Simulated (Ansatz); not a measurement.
Heated and quenched cell Cs8Pb8Br24

Computed with Ansatz, DFT, PBEsol, PAW, plane waves.

Command:

```sh
ansatz run in.yaml --threads 8 --pin off --max-ram 118750MiB --runs-dir r --events-out ev --progress --plain --backend cuda --devices 0,
```

The input less its lattice and atoms:

```yaml
accuracy: low
kpoints:
  mp_grid: { grid: [1, 1, 1] }
hamiltonian:
  xc: pbesol
scf:
  occupations: { method: fermi_dirac, width: 0.1 }
md:
  ensemble: nvt_langevin
  timestep: 2.5
  n_steps: 700
  temperature: 2200
  temperature_schedule: [{ n_steps: 300, end_temperature: 2200 }, { n_steps: 400, end_temperature: 300 }]
  friction: 0.02
  initial_velocities: maxwell_boltzmann
  seed: 1
```

Start:

```xyz
40
Lattice="12.1162 0.0000 0.0000 0.0000 12.1162 0.0000 0.0000 0.0000 12.1162" Properties=species:S:1:pos:R:3 pbc="T T T"
Cs   12.1018    0.2999   12.0158
Cs    0.2849   12.0100    5.8371
Cs    0.2686    5.6561    0.3427
Cs   11.9913    5.7477    6.0715
Cs    6.1512    0.0701   11.8835
Cs    6.0874    0.1337    6.1580
Cs    6.1190    6.0751   11.9717
Cs    6.0399    5.8690    5.7813
Pb    2.9929    2.9002    2.8144
Pb    2.8567    3.4200    9.2315
Pb    3.1581    9.1038    3.2274
Pb    3.1051    9.0231    9.3118
Pb    9.2007    3.0409    3.0740
Pb    9.3794    3.0237    9.1397
Pb    8.6844    8.9108    3.3555
Pb    9.3662    9.1139    9.1154
Br    3.0317    3.2497   12.0384
Br    3.1087    3.2743    5.9637
Br    3.3295    9.0330   11.8252
Br    3.0593    9.2594    6.2708
Br    9.2460    3.0048    0.1276
Br    9.3089    2.8705    6.2248
Br    8.9004    9.1045    0.0727
Br    9.3686    9.5365    5.9065
Br   11.9927    3.4168    3.1387
Br    0.1382    2.9855    9.0899
Br   12.0838    8.8191    3.3482
Br   12.0197    9.4544    9.3004
Br    6.0071    3.2132    3.2290
Br    5.9654    3.1588    9.1036
Br    6.5295    9.1463    3.0280
Br    6.0553    9.0876    9.1146
Br    2.9956    0.2028    2.7029
Br    3.0760    0.2274    8.9700
Br    2.9438    6.3834    2.9137
Br    2.7120    5.6860    9.1471
Br    9.0085   12.0759    2.8819
Br    9.3006    0.1084    9.0929
Br    9.1497    5.8144    3.2158
Br    8.8784    5.9176    9.2090
```

Some of the steps:

| step | free energy without the kinetic part, less step 39 (eV) | temperature (K) | largest force component (eV/Å) |
| --- | --- | --- | --- |
| 39 | 0.000 | 1882 | 2.71 |
| 79 | 1.310 | 2554 | 2.10 |
| 119 | 0.096 | 2063 | 2.00 |
| 159 | 1.220 | 2163 | 2.50 |
| 199 | 2.787 | 2076 | 2.14 |
| 239 | 3.058 | 2292 | 2.83 |
| 279 | 4.678 | 2399 | 3.76 |
| 319 | 2.996 | 1955 | 3.55 |
| 359 | 2.555 | 2588 | 2.11 |
| 399 | 2.192 | 1801 | 2.23 |
| 439 | 1.939 | 1451 | 2.74 |
| 479 | 0.917 | 1120 | 2.21 |
| 519 | 0.648 | 1044 | 3.78 |
| 559 | 0.603 | 962 | 2.01 |
| 599 | 0.566 | 681 | 1.49 |
| 639 | 0.111 | 619 | 1.57 |
| 679 | -0.903 | 480 | 1.92 |

Structure at step 359 of the program's count:

```xyz
40
Lattice="12.1162 0.0000 0.0000 0.0000 12.1162 0.0000 0.0000 0.0000 12.1162" Properties=species:S:1:pos:R:3 pbc="T T T"
Cs   11.3501   11.8036    0.5487
Cs    0.3853    0.8666    5.5815
Cs    0.0717    6.7564   11.4863
Cs   11.9524    6.7382    6.3569
Cs    6.2708   12.0773   11.6130
Cs    5.8885    0.3752    5.6175
Cs    4.2167    6.8317   11.9804
Cs    5.9192    5.1707    6.8947
Pb    3.2181    2.9843    3.2091
Pb    3.0505    2.8190    9.3603
Pb    2.8650    9.2942    3.8125
Pb    3.2637    9.0451    9.3121
Pb    9.2939    3.3589    2.8302
Pb    9.3226    3.2816    8.8337
Pb    8.3880    9.5924    4.0281
Pb    9.0077    9.0944    9.5150
Br    2.6000    2.6562    0.4735
Br    2.9578    4.4585    6.2335
Br    2.9158    9.4220    0.6881
Br    2.1919    9.3913    6.8217
Br    8.4095    2.4566    0.1950
Br   10.0090    3.5980    6.2952
Br    8.9162    9.2244    0.2778
Br    9.7400   10.8983    6.1172
Br   11.9784    3.2030    2.2551
Br    0.4418    4.2744    9.2307
Br    0.0959    8.8641    3.3622
Br   11.4914    8.5042    9.0716
Br    6.0463    3.4247    2.4832
Br    6.4959    1.9275    9.2629
Br    5.8334    8.5633    3.2721
Br    5.9555   10.1576    8.2129
Br    2.7401   12.0989    2.7029
Br    2.3398    0.1265    9.3171
Br    1.5785    5.8478    2.1891
Br    3.4225    6.0347    9.2924
Br    8.9575    0.1866    3.1591
Br    9.4698   11.7385    9.7356
Br    9.2910    5.9767    4.0484
Br    8.3958    5.3697   10.0893
```

End:

```
Cs Pb Br
1.0
    12.11623    0.00000    0.00000
     0.00000   12.11623    0.00000
     0.00000    0.00000   12.11623
Cs Pb Br
8 8 24
Cartesian
  11.9976 12.1125 0.8314
  11.8713 0.2780 5.4610
  11.7390 6.7214 0.4310
  0.0497 5.8267 5.6367
  5.8236 0.4593 11.2534
  5.5774 0.3777 5.9753
  5.2649 6.0590 0.6544
  6.1249 5.9935 6.4240
  3.1238 3.0332 2.7206
  2.4559 3.0851 8.7750
  3.5932 9.4146 3.4051
  3.6824 8.9990 9.2173
  8.8179 3.0581 2.2735
  9.1986 3.2472 8.7241
  9.2733 9.1089 3.6149
  9.1363 8.6307 9.9471
  3.4868 3.5381 11.7678
  2.9657 4.1442 6.1557
  2.5372 9.2866 11.8739
  2.9889 9.7290 6.1031
  7.8978 2.9054 11.8252
  8.8178 3.4730 5.9633
  7.8567 9.2852 0.6220
  9.4310 9.6139 6.3384
  0.3112 2.7606 2.7354
  12.1074 4.2795 8.9628
  0.6975 9.2264 3.1769
  11.5012 7.7807 8.8220
  6.2959 3.4982 3.4559
  6.3449 2.3769 8.6869
  6.5711 9.2052 4.2782
  6.4364 9.3842 8.8120
  3.2188 0.0442 2.6142
  2.1462 0.3534 7.8963
  2.5742 6.1520 3.0650
  3.1145 6.5028 9.6564
  8.6660 0.3421 2.4783
  10.6892 0.8712 9.0309
  9.2862 6.3381 3.3620
  7.5989 6.1594 10.1576
```

The run ended as planned.

Time: 8.7 min of wall time on one NVIDIA GB300 with 8 processor threads, on a host shared with other runs; peak host memory 1.9 GiB.
